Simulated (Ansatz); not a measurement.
### Question
Each is relaxed and computed with the program Ansatz at the r²SCAN level (PAW). Which is the only one with a gap?
(A) Mg6Cu16Si7, Fm-3m (Pearson symbol cF116)
(B) MgO, P3m1 (Pearson symbol hP12)
(C) MgNi3C, anti-perovskite
(D) Zr2HC, P3m1 (Zr on 1a, Zr on 1b, H on 1a, C on 1c)

### Answer
B, MgO, P3m1 (Pearson symbol hP12). MgO: gap 4.28 eV (direct); MgNi3C: metal; Mg6Cu16Si7: metal; Zr2HC: metal. Spin orders computed, not proven ground states: MgNi3C, anti-perovskite ferromagnetic. Not the usual ambient phase: MgO, P3m1 (Pearson symbol hP12). Standing as an ambient phase not checked: MgNi3C, anti-perovskite; Mg6Cu16Si7, Fm-3m (Pearson symbol cF116); Zr2HC, P3m1 (Zr on 1a, Zr on 1b, H on 1a, C on 1c). All cells were relaxed under the symmetry of their starts (and spin orders); stability against distortions was not tested throughout. Rows with no word on spin ran without spin polarisation. Spin–orbit coupling is left out wherever it is not named.

Potentials: the later of the program's two PAW sets.
